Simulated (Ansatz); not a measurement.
Input for Ansatz (plane-wave DFT, PAW):

```yaml
crystal:
  lattice:
    - [4.8278486175, 0.0, 0.0]
    - [-2.4139243087, 4.2377626291, 0.0]
    - [0.0, 0.0, 26.1252049314]
  atoms:
    - { symbol: Al, position: [0.4093199579, 0.8186399157, 0.3253562995] }
    - { symbol: Al, position: [0.0906800421, 0.1813600843, 0.3253562995] }
    - { symbol: Al, position: [0.75, 0.5, 0.3770427965] }
    - { symbol: Cu, position: [0.75, 0.0, 0.4064611682] }
    - { symbol: Cu, position: [0.25, 0.0, 0.4064611682] }
    - { symbol: Al, position: [0.25, 0.5, 0.4358795398] }
    - { symbol: Al, position: [0.9102333869, 0.8204667739, 0.4873173145] }
    - { symbol: Al, position: [0.5897666131, 0.1795332261, 0.4873173145] }
    - { symbol: Al, position: [0.25, 0.5, 0.5427209729] }
    - { symbol: Cu, position: [0.25, 0.0, 0.5674063219] }
    - { symbol: Cu, position: [0.75, 0.0, 0.5674063219] }
    - { symbol: Al, position: [0.75, 0.5, 0.5862225246] }
    - { symbol: Mg, position: [1.0, 0.0, 0.6612458596] }
basis:
  ecutwfc: 420
kpoints:
  mp_grid: { grid: [7, 7, 1] }
hamiltonian:
  xc: pbesol
scf:
  occupations: { method: gaussian, width: 0.1 }
output:
  forces: true
  eigenvalues: true
  write_density: true
  write_potential: true
  elf: true
  volumetric_format: npy
relax:
  adjacent_minimum: "off"
  f_tol: 0.03
  max_steps: 70
  constraints: [{ sites: [0, 1, 2, 3, 4, 5] }]
efield:
  axis: 3
  dipole_correction: true
  ramp_width: 0.04
```

Command:
```bash
ansatz run input.yaml --threads 2 --pin off --max-ram 5120MiB --backend cpu --events-out ev --progress --plain --runs-dir out
```

These are results of DFT PBEsol, scalar-relativistic, plane waves, PAW in Ansatz, not measurements.

Abridged output:

```
Pseudopotentials: kind: paw
Pseudopotential: Al, paw, valence charge 3, recommended cutoff 420 eV (normal)
Pseudopotential: Cu, paw, valence charge 19, recommended cutoff 420 eV (normal)
Pseudopotential: Mg, paw, valence charge 10, recommended cutoff 420 eV (normal)
Functional definition: PBEsol
Crystal: 13 atoms, lattice volume = 534.503 Å³
Basis set: ecut = 420 eV, 10409 PW (Γ), exchange–correlation on 72×72×360 points (8 copies of the dense FFT grid, shifted against one another)
Bands: 68, of which v1, the nominal top of the filled ones, is band 55 counted from 1 (54 counted from 0)
Symmetry: 2 space group operations
Space group: Cm (ITA 8), of the structure as read, at distance tolerance 8.1e-5 Å
k-points: 16 of 49 (time reversal used)
Initial density: superposition of atomic densities (neutral atoms: chi_scale 0, normalization atom), corrected by the library's trained network
Initial wavefunctions: pseudopotential atomic-orbital guess
Functional: x = pbesol(κ = 0.804, μ = 0.12345679), c = pbesol(β = 0.046)
SCF iter   1: F=—  HF=-32462.108725 eV  |F-HF|=—  |Δ(HF+E_count)|=         —  Δρ=3.34e-3  dr2=9.90e-2  ethr=1.77e-3  p=0.093 e·Å  D=3.14e-2 V/Å  ΔV_dip=-0.82 eV  dr2_dipole=3.80e-2  V_vac-E_F(+/−)=3.48/4.30 eV  ⟨swp⟩=10.3  Hψ=5411  notcnv=0  defer=7
efield: sawtooth ramp at fractional position 0.9733 (placed from the atoms, in the widest stretch of the axis that holds none; the zero of the levels goes with the place), width 0.0400; the density the first Hamiltonian is built on has a dipole p = 0.093 e·Å; the dipole correction subtracts the counter field D = 3.14e-2 V/Å, which shifts the + side's vacuum level by -0.82 eV against the − side's; the planar-averaged density in the ramp window peaks in size at 1.4e-5 e/Å³
SCF iter   2: F=—  HF=-32462.153944 eV  |F-HF|=—  |Δ(HF+E_count)|=   4.52e-2  Δρ=8.13e-3  dr2=2.13e-1  ethr=9.00e-5  p=0.100 e·Å  D=3.39e-2 V/Å  ΔV_dip=-0.89 eV  dr2_dipole=1.63e-3  V_vac-E_F(+/−)=3.57/4.45 eV  ⟨swp⟩=2.0  Hψ=2269  notcnv=0  defer=83
SCF iter   3: F=—  HF=-32462.116027 eV  |F-HF|=—  |Δ(HF+E_count)|=   3.79e-2  Δρ=3.78e-3  dr2=4.52e-2  ethr=9.00e-5  p=0.099 e·Å  D=3.34e-2 V/Å  ΔV_dip=-0.87 eV  dr2_dipole=3.87e-4  V_vac-E_F(+/−)=3.56/4.43 eV  ⟨swp⟩=2.0  Hψ=2010  notcnv=0  defer=83
SCF iter   4: F=—  HF=-32462.108077 eV  |F-HF|=—  |Δ(HF+E_count)|=   7.95e-3  Δρ=8.65e-4  dr2=2.96e-3  ethr=4.11e-5  p=0.097 e·Å  D=3.27e-2 V/Å  ΔV_dip=-0.85 eV  dr2_dipole=1.13e-4  V_vac-E_F(+/−)=3.57/4.43 eV  ⟨swp⟩=2.0  Hψ=1611  notcnv=0  defer=49
SCF iter   5: F=—  HF=-32462.107643 eV  |F-HF|=—  |Δ(HF+E_count)|=   4.34e-4  Δρ=6.37e-4  dr2=1.30e-3  ethr=2.69e-6  p=0.096 e·Å  D=3.24e-2 V/Å  ΔV_dip=-0.85 eV  dr2_dipole=1.66e-6  V_vac-E_F(+/−)=3.58/4.43 eV  ⟨swp⟩=3.7  Hψ=2386  notcnv=0  defer=49
SCF iter   6: F=—  HF=-32462.107414 eV  |F-HF|=—  |Δ(HF+E_count)|=   2.29e-4  Δρ=1.20e-4  dr2=7.22e-5  ethr=1.18e-6  p=0.095 e·Å  D=3.22e-2 V/Å  ΔV_dip=-0.84 eV  dr2_dipole=3.76e-6  V_vac-E_F(+/−)=3.59/4.43 eV  ⟨swp⟩=2.0  Hψ=1360  notcnv=0  defer=49
SCF iter   7: F=-32462.107412 eV  HF=-32462.107418 eV  |F-HF|=6.09e-6  |Δ(HF+E_count)|=   3.55e-6  Δρ=4.23e-5  dr2=9.36e-6  ethr=2.05e-8  p=0.094 e·Å  D=3.20e-2 V/Å  ΔV_dip=-0.83 eV  dr2_dipole=4.61e-7  V_vac-E_F(+/−)=3.59/4.43 eV  ⟨swp⟩=25.9  Hψ=12749  notcnv=0
SCF 1 converged in 7 iterations: F = -32462.107412 eV  dr2 = 9.36e-6
relax step   1: F+E_penalty+E_count = -32462.10741188 eV  Δ(F+E_penalty+E_count) = +0.000e0 eV  max|allowed force component| = 3.785e-1 eV/Å  Δτ_max = 0.0000 Å  (7 SCF iters, dr2 threshold 2.25e-5 eV, accepted)
Initial density: handed on by an earlier stage of this run
Initial wavefunctions: those handed on with the density
SCF iter   1: F=—  HF=-32462.205240 eV  |F-HF|=—  |Δ(HF+E_count)|=         —  Δρ=1.37e-3  dr2=1.18e-2  ethr=2.40e-5  p=0.094 e·Å  D=3.20e-2 V/Å  ΔV_dip=-0.83 eV  dr2_dipole=1.01e-4  V_vac-E_F(+/−)=3.59/4.43 eV  ⟨swp⟩=2.2  Hψ=4161  notcnv=0  defer=75
efield: sawtooth ramp at fractional position 0.9733 (handed on by an earlier solve), width 0.0400; the density the first Hamiltonian is built on has a dipole p = 0.094 e·Å; the dipole correction subtracts the counter field D = 3.20e-2 V/Å, which shifts the + side's vacuum level by -0.83 eV against the − side's; the planar-averaged density in the ramp window peaks in size at 7.0e-6 e/Å³
SCF iter   2: F=—  HF=-32462.204054 eV  |F-HF|=—  |Δ(HF+E_count)|=   1.19e-3  Δρ=6.27e-4  dr2=4.16e-3  ethr=1.07e-5  p=0.095 e·Å  D=3.21e-2 V/Å  ΔV_dip=-0.84 eV  dr2_dipole=6.00e-6  V_vac-E_F(+/−)=3.59/4.43 eV  ⟨swp⟩=2.0  Hψ=1710  notcnv=0  defer=75
SCF iter   3: F=—  HF=-32462.203088 eV  |F-HF|=—  |Δ(HF+E_count)|=   9.66e-4  Δρ=4.04e-4  dr2=7.99e-4  ethr=3.78e-6  p=0.095 e·Å  D=3.21e-2 V/Å  ΔV_dip=-0.84 eV  dr2_dipole=1.33e-5  V_vac-E_F(+/−)=3.59/4.43 eV  ⟨swp⟩=2.1  Hψ=1571  notcnv=0  defer=75
SCF iter   4: F=—  HF=-32462.203101 eV  |F-HF|=—  |Δ(HF+E_count)|=   1.27e-5  Δρ=4.47e-4  dr2=6.87e-4  ethr=7.26e-7  p=0.095 e·Å  D=3.22e-2 V/Å  ΔV_dip=-0.84 eV  dr2_dipole=1.60e-6  V_vac-E_F(+/−)=3.59/4.43 eV  ⟨swp⟩=2.8  Hψ=1881  notcnv=0  defer=75
SCF iter   5: F=—  HF=-32462.202996 eV  |F-HF|=—  |Δ(HF+E_count)|=   1.05e-4  Δρ=9.90e-5  dr2=4.33e-5  ethr=6.25e-7  p=0.095 e·Å  D=3.22e-2 V/Å  ΔV_dip=-0.84 eV  dr2_dipole=2.61e-7  V_vac-E_F(+/−)=3.59/4.43 eV  ⟨swp⟩=2.0  Hψ=1383  notcnv=0  defer=75
SCF iter   6: F=—  HF=-32462.202997 eV  |F-HF|=—  |Δ(HF+E_count)|=   1.15e-6  Δρ=6.34e-5  dr2=1.42e-5  ethr=3.94e-8  p=0.095 e·Å  D=3.22e-2 V/Å  ΔV_dip=-0.84 eV  dr2_dipole=3.26e-8  V_vac-E_F(+/−)=3.59/4.43 eV  ⟨swp⟩=2.0  Hψ=1547  notcnv=0  defer=75
SCF iter   7: F=-32462.202996 eV  HF=-32462.202996 eV  |F-HF|=1.99e-7  |Δ(HF+E_count)|=   7.55e-7  Δρ=1.02e-5  dr2=4.40e-7  ethr=8.14e-9  p=0.095 e·Å  D=3.22e-2 V/Å  ΔV_dip=-0.84 eV  dr2_dipole=3.45e-10  V_vac-E_F(+/−)=3.59/4.43 eV  ⟨swp⟩=24.3  Hψ=11703  notcnv=0
SCF 2 converged in 7 iterations: F = -32462.202996 eV  dr2 = 4.40e-7
relax step   2: F+E_penalty+E_count = -32462.20299596 eV  Δ(F+E_penalty+E_count) = -9.558e-2 eV  max|allowed force component| = 2.826e-1 eV/Å  Δτ_max = 0.1944 Å  (7 SCF iters, dr2 threshold 8.96e-6 eV, accepted)
SCF iter   1: F=—  HF=-32462.295071 eV  |F-HF|=—  |Δ(HF+E_count)|=         —  Δρ=2.09e-3  dr2=2.70e-2  ethr=1.25e-4  p=0.095 e·Å  D=3.22e-2 V/Å  ΔV_dip=-0.84 eV  dr2_dipole=8.69e-4  V_vac-E_F(+/−)=3.59/4.44 eV  ⟨swp⟩=7.4  Hψ=3785  notcnv=0  defer=75
efield: sawtooth ramp at fractional position 0.9733 (handed on by an earlier solve), width 0.0400; the density the first Hamiltonian is built on has a dipole p = 0.095 e·Å; the dipole correction subtracts the counter field D = 3.22e-2 V/Å, which shifts the + side's vacuum level by -0.84 eV against the − side's; the planar-averaged density in the ramp window peaks in size at 7.3e-6 e/Å³
SCF iter   2: F=—  HF=-32462.290538 eV  |F-HF|=—  |Δ(HF+E_count)|=   4.53e-3  Δρ=9.71e-4  dr2=1.04e-2  ethr=2.46e-5  p=0.099 e·Å  D=3.34e-2 V/Å  ΔV_dip=-0.87 eV  dr2_dipole=3.32e-6  V_vac-E_F(+/−)=3.56/4.44 eV  ⟨swp⟩=2.1  Hψ=2034  notcnv=0  defer=84
   ...
SCF iter   9: F=-32462.414569 eV  HF=-32462.414569 eV  |F-HF|=3.57e-9  |Δ(HF+E_count)|=   1.13e-7  Δρ=3.37e-6  dr2=9.15e-8  ethr=9.09e-11  p=0.106 e·Å  D=3.59e-2 V/Å  ΔV_dip=-0.94 eV  dr2_dipole=3.37e-9  V_vac-E_F(+/−)=3.48/4.42 eV  ⟨swp⟩=20.8  Hψ=10041  notcnv=0
SCF 7 converged in 9 iterations: F = -32462.414569 eV  dr2 = 9.15e-8
relax step   7: F+E_penalty+E_count = -32462.41456893 eV  Δ(F+E_penalty+E_count) = -1.003e-2 eV  max|allowed force component| = 7.052e-2 eV/Å  Δτ_max = 0.1918 Å  (9 SCF iters, accepted)
SCF iter   1: F=—  HF=-32462.423348 eV  |F-HF|=—  |Δ(HF+E_count)|=         —  Δρ=2.18e-3  dr2=3.23e-2  ethr=1.14e-4  p=0.106 e·Å  D=3.59e-2 V/Å  ΔV_dip=-0.94 eV  dr2_dipole=6.71e-3  V_vac-E_F(+/−)=3.48/4.42 eV  ⟨swp⟩=5.3  Hψ=2699  notcnv=0  defer=87
efield: sawtooth ramp at fractional position 0.9733 (handed on by an earlier solve), width 0.0400; the density the first Hamiltonian is built on has a dipole p = 0.106 e·Å; the dipole correction subtracts the counter field D = 3.59e-2 V/Å, which shifts the + side's vacuum level by -0.94 eV against the − side's; the planar-averaged density in the ramp window peaks in size at 5.8e-6 e/Å³
SCF iter   2: F=—  HF=-32462.418541 eV  |F-HF|=—  |Δ(HF+E_count)|=   4.81e-3  Δρ=8.24e-4  dr2=1.06e-2  ethr=2.94e-5  p=0.109 e·Å  D=3.69e-2 V/Å  ΔV_dip=-0.96 eV  dr2_dipole=2.11e-3  V_vac-E_F(+/−)=3.46/4.42 eV  ⟨swp⟩=2.1  Hψ=1985  notcnv=0  defer=89
SCF iter   3: F=—  HF=-32462.416476 eV  |F-HF|=—  |Δ(HF+E_count)|=   2.07e-3  Δρ=3.80e-4  dr2=1.20e-3  ethr=9.61e-6  p=0.108 e·Å  D=3.66e-2 V/Å  ΔV_dip=-0.95 eV  dr2_dipole=1.43e-4  V_vac-E_F(+/−)=3.46/4.42 eV  ⟨swp⟩=2.2  Hψ=1570  notcnv=0  defer=89
SCF iter   4: F=—  HF=-32462.416320 eV  |F-HF|=—  |Δ(HF+E_count)|=   1.56e-4  Δρ=2.63e-4  dr2=3.27e-4  ethr=1.09e-6  p=0.108 e·Å  D=3.64e-2 V/Å  ΔV_dip=-0.95 eV  dr2_dipole=4.17e-5  V_vac-E_F(+/−)=3.46/4.42 eV  ⟨swp⟩=3.1  Hψ=1960  notcnv=0  defer=89
SCF iter   5: F=—  HF=-32462.416211 eV  |F-HF|=—  |Δ(HF+E_count)|=   1.10e-4  Δρ=1.35e-4  dr2=1.02e-4  ethr=2.97e-7  p=0.107 e·Å  D=3.64e-2 V/Å  ΔV_dip=-0.95 eV  dr2_dipole=1.10e-5  V_vac-E_F(+/−)=3.46/4.42 eV  ⟨swp⟩=2.0  Hψ=1465  notcnv=0  defer=89
SCF iter   6: F=—  HF=-32462.416208 eV  |F-HF|=—  |Δ(HF+E_count)|=   2.53e-6  Δρ=7.72e-5  dr2=2.71e-5  ethr=9.32e-8  p=0.107 e·Å  D=3.63e-2 V/Å  ΔV_dip=-0.95 eV  dr2_dipole=2.18e-7  V_vac-E_F(+/−)=3.47/4.41 eV  ⟨swp⟩=1.3  Hψ=1033  notcnv=0  defer=89
SCF iter   7: F=—  HF=-32462.416208 eV  |F-HF|=—  |Δ(HF+E_count)|=   1.17e-7  Δρ=1.94e-5  dr2=2.94e-6  ethr=2.46e-8  p=0.107 e·Å  D=3.63e-2 V/Å  ΔV_dip=-0.95 eV  dr2_dipole=3.21e-7  V_vac-E_F(+/−)=3.47/4.41 eV  ⟨swp⟩=2.0  Hψ=1416  notcnv=0  defer=89
SCF iter   8: F=-32462.416208 eV  HF=-32462.416209 eV  |F-HF|=1.13e-6  |Δ(HF+E_count)|=   5.17e-7  Δρ=1.65e-5  dr2=1.02e-6  ethr=9.56e-10  p=0.107 e·Å  D=3.63e-2 V/Å  ΔV_dip=-0.95 eV  dr2_dipole=4.08e-8  V_vac-E_F(+/−)=3.47/4.41 eV  ⟨swp⟩=22.4  Hψ=10594  notcnv=0
SCF 8 converged in 8 iterations: F = -32462.416208 eV  dr2 = 1.02e-6
  Residual-converged pass: ⟨swp⟩=1.0  Hψ=1152  notcnv=0  max |occ|·‖R‖ = 7.1e-9 eV (tolerance 1.0e-8 eV) dr2=1.02e-6  dr2_onsite=3.74e-7  max |Δocc| = 2.3e-11
relax step   8: F+E_penalty+E_count = -32462.41620757 eV  Δ(F+E_penalty+E_count) = -1.639e-3 eV  max|allowed force component| = 3.740e-2 eV/Å  Δτ_max = 0.0950 Å  (8 SCF iters, dr2 threshold 1.05e-6 eV, accepted)
SCF iter   1: F=—  HF=-32462.416989 eV  |F-HF|=—  |Δ(HF+E_count)|=         —  Δρ=5.13e-4  dr2=1.01e-3  ethr=6.74e-6  p=0.107 e·Å  D=3.63e-2 V/Å  ΔV_dip=-0.95 eV  dr2_dipole=9.34e-8  V_vac-E_F(+/−)=3.46/4.41 eV  ⟨swp⟩=2.6  Hψ=2099  notcnv=0  defer=88
efield: sawtooth ramp at fractional position 0.9733 (handed on by an earlier solve), width 0.0400; the density the first Hamiltonian is built on has a dipole p = 0.107 e·Å; the dipole correction subtracts the counter field D = 3.63e-2 V/Å, which shifts the + side's vacuum level by -0.95 eV against the − side's; the planar-averaged density in the ramp window peaks in size at 5.7e-6 e/Å³
SCF iter   2: F=—  HF=-32462.416661 eV  |F-HF|=—  |Δ(HF+E_count)|=   3.27e-4  Δρ=2.32e-4  dr2=4.26e-4  ethr=9.22e-7  p=0.107 e·Å  D=3.64e-2 V/Å  ΔV_dip=-0.95 eV  dr2_dipole=1.22e-6  V_vac-E_F(+/−)=3.46/4.41 eV  ⟨swp⟩=2.9  Hψ=2109  notcnv=0  defer=89
SCF iter   3: F=—  HF=-32462.416536 eV  |F-HF|=—  |Δ(HF+E_count)|=   1.26e-4  Δρ=1.70e-4  dr2=1.03e-4  ethr=3.87e-7  p=0.107 e·Å  D=3.63e-2 V/Å  ΔV_dip=-0.95 eV  dr2_dipole=1.20e-7  V_vac-E_F(+/−)=3.46/4.41 eV  ⟨swp⟩=2.6  Hψ=1761  notcnv=0  defer=89
SCF iter   4: F=—  HF=-32462.416519 eV  |F-HF|=—  |Δ(HF+E_count)|=   1.69e-5  Δρ=6.85e-5  dr2=1.78e-5  ethr=9.40e-8  p=0.107 e·Å  D=3.63e-2 V/Å  ΔV_dip=-0.95 eV  dr2_dipole=1.07e-7  V_vac-E_F(+/−)=3.46/4.41 eV  ⟨swp⟩=2.9  Hψ=1868  notcnv=0  defer=89
SCF iter   5: F=—  HF=-32462.416446 eV  |F-HF|=—  |Δ(HF+E_count)|=   7.28e-5  Δρ=2.33e-5  dr2=2.21e-6  ethr=1.62e-8  p=0.107 e·Å  D=3.63e-2 V/Å  ΔV_dip=-0.95 eV  dr2_dipole=4.85e-9  V_vac-E_F(+/−)=3.46/4.41 eV  ⟨swp⟩=2.0  Hψ=1425  notcnv=0  defer=89
SCF iter   6: F=—  HF=-32462.416446 eV  |F-HF|=—  |Δ(HF+E_count)|=   4.06e-8  Δρ=6.89e-6  dr2=1.97e-7  ethr=2.01e-9  p=0.107 e·Å  D=3.63e-2 V/Å  ΔV_dip=-0.95 eV  dr2_dipole=7.77e-10  V_vac-E_F(+/−)=3.46/4.41 eV  ⟨swp⟩=2.0  Hψ=1502  notcnv=0  defer=89
SCF iter   7: F=-32462.416446 eV  HF=-32462.416446 eV  |F-HF|=8.90e-9  |Δ(HF+E_count)|=   1.69e-8  Δρ=1.01e-6  dr2=7.57e-9  ethr=9.09e-11  p=0.107 e·Å  D=3.63e-2 V/Å  ΔV_dip=-0.95 eV  dr2_dipole=1.74e-10  V_vac-E_F(+/−)=3.46/4.41 eV  ⟨swp⟩=18.5  Hψ=8981  notcnv=0
SCF 9 converged in 7 iterations: F = -32462.416446 eV  dr2 = 7.57e-9
relax step   9: F+E_penalty+E_count = -32462.41644593 eV  Δ(F+E_penalty+E_count) = -2.384e-4 eV  max|allowed force component| = 9.303e-3 eV/Å  Δτ_max = 0.0091 Å  (7 SCF iters, accepted)
WARN: The input density's exchange-correlation potential varies sharply where the density is thin. Do not read a vacuum level from v_tot or v_xc, or from such a field of the output density. On a cell that repeats whose density bears no net charge and no dipole along the vacuum's axis use v_es (v_loc + v_h of the components); under efield.dipole_correction with no amplitude use v_es + v_field, which holds any external_charges[].barrier, or the levels of the report's work_function block, which leave it out; under a non-zero efield.amplitude the vacuum is tilted and has no level; on a cell that repeats and bears such a dipole with no correction it is tilted too, and efield.dipole_correction wit ...
SCF converged after 7 iterations
Free energy (F): -32462.416446 eV
Harris-Foulkes:  -32462.416446 eV  (|F-HF|=8.90e-9)
Internal energy: -32462.384343 eV  (E = F + TS)
E sigma→0 (E₀):  -32462.400394 eV
Entropy (-TS):   -0.032103 eV (-2.469 meV/atom)
Fermi energy:    1.302441 eV
Dipole field:    D = 0.036352 V/Å  (p = 0.107378 e·Å, saw-weighted, corrected)
Work function:   Φ+ = 3.4643 eV   Φ− = 4.4140 eV
Levels:          The Fermi level and band energies are counted from a zero that moves with the ramp; work functions are not
--- Per-component energies (eV) ---
  E_band       = -3164.661273
  E_kinetic    = 1455.227587
  E_local      = -129899.269481  (includes V_loc(G=0)·N_el)
  E_nonlocal   = 1727.510107
  E_hartree    = 63054.697255
  E_xc         = -699.090515
  E_vxc        = -730.980534  (∫ρ·V_xc dr)
  E_paw        = -10409.188196  (= ΣΔE_a)
  E_vpaw       = -1826.554533  (= ΣTr[D̂ρ^β])
  E_aug_tail   = 0.001047  (compensation charges beyond the density's cutoff)
  E_efield     = 0.001952  (sawtooth field / dipole correction)
  E_vefield    = 0.022202  (∫n·V_field dr)
  E_ewald      = 42306.689118
  E_core_change = 1.036783  (= ΣΔE_core)
  E_smearing   = -0.032103  (= −TS)
--- Forces (eV/Å), atoms counted from 1 ---
  atom   1  Al     0.00000000     0.03597062    -0.01847960
  atom   2  Al     0.00000000    -0.04049901    -0.00571178
  atom   3  Al     0.00000000     0.01092409    -0.17871034
  atom   4  Cu     0.01675131     0.00423047     0.14170362
  atom   5  Cu    -0.01675131     0.00423047     0.14170362
  atom   6  Al     0.00000000    -0.01323722    -0.07477283
  atom   7  Al     0.00000000     0.00264353    -0.00930348
  atom   8  Al     0.00000000    -0.00426532    -0.00778349
  atom   9  Al     0.00000000    -0.00294716     0.00233874
  atom  10  Cu     0.00041118     0.00069175     0.00239203
  atom  11  Cu    -0.00041118     0.00069175     0.00239203
  atom  12  Al     0.00000000    -0.00117106     0.00107034
  atom  13  Mg     0.00000000     0.00274242     0.00316581
--- Band table (eV; the first three rows and the last of 16) ---
  k-point 0: bands = ["-112.2785", "-112.2683", "-111.9243", "-111.9141", "-74.9080", "-69.8185", "-69.8048", "-69.7966", "-69.7902", "-69.7802", "-69.7086", "-69.4924", "-69.4785", "-69.4704", "-69.4183", "-69.3971", "-69.3351", "-41.8730", "-41.8461", "-41.8325", "-9.3873", "-8.2282", "-6.2841", "-4.5500", "-4.1696", "-4.0228", "-3.9051", "-3.8345", "-3.6600", "-3.3722", "-3.2810", "-3.0135", "-2.9843", "-2.8588", "-2.8471", "-2.7912", "-2.5565", "-2.4798", "-2.3256", "-2.1561", "-2.0643", "-2.0581", "-1.7469", "-1.6516", "-1.3509", "-1.2893", "-1.2805", "-1.2189", "-0.5295", "-0.4445", "-0.1636", "0.0863", "0.3554", "0.3730", "0.6122", "0.9093", "0.9234", "2.0439", "2.2137", "2.6469", "2. ...
  k-point 1: bands = ["-112.2785", "-112.2683", "-111.9243", "-111.9141", "-74.9080", "-69.8185", "-69.8048", "-69.7966", "-69.7902", "-69.7802", "-69.7086", "-69.4924", "-69.4785", "-69.4705", "-69.4183", "-69.3971", "-69.3352", "-41.8731", "-41.8461", "-41.8325", "-9.2174", "-8.0582", "-6.1348", "-4.5100", "-4.2274", "-4.1195", "-3.9410", "-3.8314", "-3.7666", "-3.4329", "-3.3798", "-3.2235", "-3.1855", "-2.8228", "-2.8184", "-2.7653", "-2.5872", "-2.5434", "-2.4150", "-2.3079", "-2.2911", "-2.0658", "-2.0580", "-1.7477", "-1.7211", "-1.6498", "-1.5192", "-1.0616", "-0.9157", "-0.5749", "-0.2819", "0.0348", "0.3692", "0.8551", "0.9539", "1.0611", "1.3478", "2.2674", "2.5298", "2.7665", "2. ...
  k-point 2: bands = ["-112.2785", "-112.2683", "-111.9243", "-111.9141", "-74.9080", "-69.8185", "-69.8048", "-69.7966", "-69.7902", "-69.7802", "-69.7086", "-69.4924", "-69.4785", "-69.4705", "-69.4183", "-69.3971", "-69.3352", "-41.8731", "-41.8461", "-41.8325", "-8.7118", "-7.5545", "-5.7033", "-5.4278", "-4.5010", "-4.1487", "-4.0393", "-3.9475", "-3.6753", "-3.6317", "-3.6229", "-3.4784", "-3.3716", "-3.0285", "-2.9209", "-2.8331", "-2.7732", "-2.7395", "-2.5748", "-2.3962", "-2.3223", "-2.2992", "-2.1078", "-2.0691", "-2.0579", "-1.7505", "-1.6498", "-1.3898", "-1.0163", "-0.7052", "-0.6507", "-0.3498", "0.4994", "0.5877", "1.1068", "1.4564", "1.8704", "2.4457", "2.8960", "2.9712", "3 ...
  k-point 15: bands = ["-112.2746", "-112.2723", "-111.9204", "-111.9180", "-74.9080", "-69.8032", "-69.8007", "-69.7863", "-69.7841", "-69.7742", "-69.7505", "-69.4855", "-69.4828", "-69.4439", "-69.4318", "-69.3810", "-69.3669", "-41.8731", "-41.8461", "-41.8326", "-8.1766", "-7.0310", "-5.9365", "-5.3055", "-4.9808", "-4.8839", "-4.1814", "-3.8765", "-3.5432", "-3.3370", "-3.2954", "-3.1011", "-3.0318", "-3.0123", "-2.9643", "-2.9047", "-2.8708", "-2.7821", "-2.7520", "-2.7081", "-2.6569", "-2.5144", "-2.4436", "-2.4157", "-2.3224", "-2.2798", "-1.9047", "-1.6967", "-1.4832", "-0.7318", "-0.4150", "-0.1313", "0.3654", "0.6646", "1.3212", "1.5781", "1.9507", "2.1080", "2.3794", "3.0578", " ...
--- Relaxed structure (9 steps of the walk, 9 accepted, 0 SCFs on fresh bases) ---
  F+E_penalty+E_count = -32462.41644593 eV   max|allowed force component| = 9.303e-3 eV/Å
  atoms:
    - { symbol: Al, position: [0.40931995, 0.8186399157, 0.3253562995] }
    - { symbol: Al, position: [0.09068004, 0.18136008, 0.3253562995] }
    - { symbol: Al, position: [0.75, 0.5, 0.3770427965] }
    - { symbol: Cu, position: [0.75, 0.0, 0.4064611682] }
    - { symbol: Cu, position: [0.25, 0.0, 0.4064611682] }
    - { symbol: Al, position: [0.25, 0.5, 0.4358795398] }
    - { symbol: Al, position: [0.90983994, 0.81967988, 0.48799975] }
    - { symbol: Al, position: [0.58999475, 0.17998951, 0.48819861] }
    - { symbol: Al, position: [0.25107111, 0.50214222, 0.53914856] }
    - { symbol: Cu, position: [0.24994165, -0.00223474, 0.56888429] }
    - { symbol: Cu, position: [0.74782360, -0.00223474, 0.56888429] }
    - { symbol: Al, position: [0.75169226, 0.50338452, 0.59369569] }
    - { symbol: Mg, position: [1.13938024, 0.27876048, 0.64626906] }
```

The relaxation met its thresholds.

Time: 5.7 min on 2 threads of Arm Neoverse V2, on a shared host, peak memory 1 GiB.